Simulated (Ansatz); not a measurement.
Relaxed Al$_{2}$O$_{3}$ (corundum):

```
Al2O3
1.0
    2.40399     1.38794     4.37387
   -2.40399     1.38794     4.37387
    0.00000    -2.77589     4.37387
Al O
4 6
Cartesian
  0.00000   0.00000   4.62046
  0.00000   0.00000   1.94034
  0.00000   0.00000   8.50114
  0.00000   0.00000  11.18127
 -0.93199   1.38794   7.65427
 -0.73600  -1.50110   7.65427
  1.66799   0.11316   7.65427
  0.93199  -1.38794   5.46733
  0.73600   1.50110   5.46733
 -1.66799  -0.11316   5.46733
```

A phonon eigenvector at Γ is frozen into this cell: atom i moves by Q times the vector below, so Q is the largest atomic displacement, in Å. The cell is held. It is one choice among 2 degenerate patterns.

```json
[
 {"atom": "Al1", "x": "-0.149", "y": "0.500", "z": "0.000"},
 {"atom": "Al2", "x": "0.149", "y": "0.500", "z": "0.000"},
 {"atom": "Al3", "x": "-0.149", "y": "0.500", "z": "0.000"},
 {"atom": "Al4", "x": "0.149", "y": "0.500", "z": "0.000"},
 {"atom": "O5", "x": "0.000", "y": "-0.348", "z": "0.937"},
 {"atom": "O6", "x": "0.185", "y": "-0.669", "z": "-0.469"},
 {"atom": "O7", "x": "-0.185", "y": "-0.669", "z": "-0.469"},
 {"atom": "O8", "x": "0.000", "y": "-0.348", "z": "0.937"},
 {"atom": "O9", "x": "0.185", "y": "-0.669", "z": "-0.469"},
 {"atom": "O10", "x": "-0.185", "y": "-0.669", "z": "-0.469"}
]
```

Level of theory: PBE (plane waves to 420 eV, PAW, scalar-relativistic; Ansatz, a first-principles code). k mesh 8×8×8 (Γ-centred), Fermi-Dirac smearing 0.05 eV. The energy includes the smearing's −TS. Al2O3 was relaxed with its symmetry unable to fall. The PAW data are Ansatz's earlier set. The zero of ΔE is the undisplaced structure.

```csv
Q (Å),−dE/dQ from forces (eV/Å),ΔE (eV/cell)
-0.100,11.770,…
-0.083,9.688,0.398
-0.067,7.672,0.253
-0.050,5.708,0.142
-0.033,3.783,0.063
-0.017,1.886,…
0.000,0.000,0.000
0.017,-1.886,…
0.033,-3.783,0.063
0.050,-5.708,0.142
0.067,-7.672,0.253
0.083,-9.688,0.398
0.100,-11.770,…
```

Q: Complete the blanks.

A: 
- -0.100, ΔE (eV/cell): 0.577
- -0.017, ΔE (eV/cell): 0.016
- 0.017, ΔE (eV/cell): 0.016
- 0.100, ΔE (eV/cell): 0.577

(A displaced cell: forces are minus the slopes of the energy, force constants its curvatures, and phonons follow from these.)
